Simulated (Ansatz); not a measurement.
## Ta₃Au, a database entry at a rescaled volume

```
Ta Au
1.0
     5.23613    0.00000    0.00000
     0.00000    5.23613    0.00000
     0.00000    0.00000    5.23613
Ta Au
6 2
Direct
  0.25000 0.00000 0.50000
  0.50000 0.75000 0.00000
  0.75000 0.00000 0.50000
  0.50000 0.25000 0.00000
  0.00000 0.50000 0.75000
  0.00000 0.50000 0.25000
  0.00000 0.00000 0.00000
  0.50000 0.50000 0.50000
```

Method: r2SCAN, no spin polarisation; PAW, plane waves to 500 eV, 7×7×7 Γ-centred mesh, fermi-dirac occupations (width 0.1 eV) (Ansatz 0.2.0), atoms fixed.

Task: Is it stable against the elements?

Result: -0.06 eV an atom against the elements' usual phases (free molecules for gases, crystals otherwise, with no correction for O₂ or N₂), so it is bound against them; other compounds may still compete. Relaxing would lower it.

Task: Which element gives electrons and which takes them?

Result: Bader charges in e: Ta +0.60, Au -1.79. In the mean Ta gives up most and Au takes most.

Task: What do density and ELF say about some of the short contacts?

Result: Ta–Ta at 2.62 Å: least valence density 0.48 e/Å³ and ELF 0.37 there. Ta–Au at 2.93 Å: least valence density 0.27 e/Å³ and ELF 0.26 there. Both are smooth PAW fields, read partly inside the augmentation spheres.

Task: What happens at the Fermi level?

Result: It is a metal, with about 9.9 states/eV a cell as the mean within 0.25 eV of the Fermi level, mostly Ta d (84 %).

Task: Is the cell too large or too small?

Result: The pressure is -3.2 GPa (compression positive), so with the atoms held at these fractions the cell would first shrink.

Origin: a database entry at a rescaled volume. Caveats: many states at the Fermi level without spin polarisation, so a magnetic state may lie lower.
